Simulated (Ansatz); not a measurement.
The calculation used DFT PBE, scalar-relativistic, plane waves, PAW in Ansatz. Settings of the last relaxation (10-atom cell): 420 eV, 10×10×10 k points, Gaussian smearing of 0.02 eV, no spin polarisation.

Formation energies are uncorrected and refer to the elements' standard structures at the same level.

Q: Suggest a trial structure for a tetragonal semiconductor with formula Al3In2As5, with a gap near 0.6 eV, a formation energy near −0.37 eV/atom and about 26 Å³ per atom, in a cell of 10 atoms.

A: Al3In2As5, space group I-4m2 (No. 119). Al on a site of symmetry 2mm is surrounded by 4 As at 2.50–2.51 Å; Al on a site of symmetry -4m2 has 4 As at 2.51 Å; In has 4 As at 2.64–2.65 Å; As on a site of symmetry -4m2 is surrounded by 4 In at 2.64 Å; 2 more sites not described.

```
Al In As
1.0
    -2.08565    2.08565   14.80693
     2.08565   -2.08565   14.80693
     2.08565    2.08565  -14.80693
Al In As
3 2 5
Cartesian
  0.0000 0.0000 26.8293
  0.0000 0.0000 14.8069
  0.0000 0.0000 2.7846
  0.0000 0.0000 20.5946
  0.0000 0.0000 9.0192
  2.0857 0.0000 7.4035
  0.0000 2.0857 10.6521
  2.0857 0.0000 13.4150
  2.0857 0.0000 1.3920
  0.0000 2.0857 4.1548
```

| Quantity | Value |
| --- | --- |
| Volume per atom | 25.76 Å³ |
| Density | 4.42 g/cm³ |
| Energy over the elements | −0.372 eV/atom |
| Gap on the 10×10×10 mesh of the 10-atom cell | 0.61 eV |

It was reached by relaxing an invented guess, and it needn't be the stable form of this composition. The answer needn't be unique; the calculation gave this one.

Kohn–Sham gaps at this level usually fall short of measured ones. The reference form of As is held partly by dispersion forces, which this level lacks. A structure relaxed within its symmetry needn't be a true minimum.
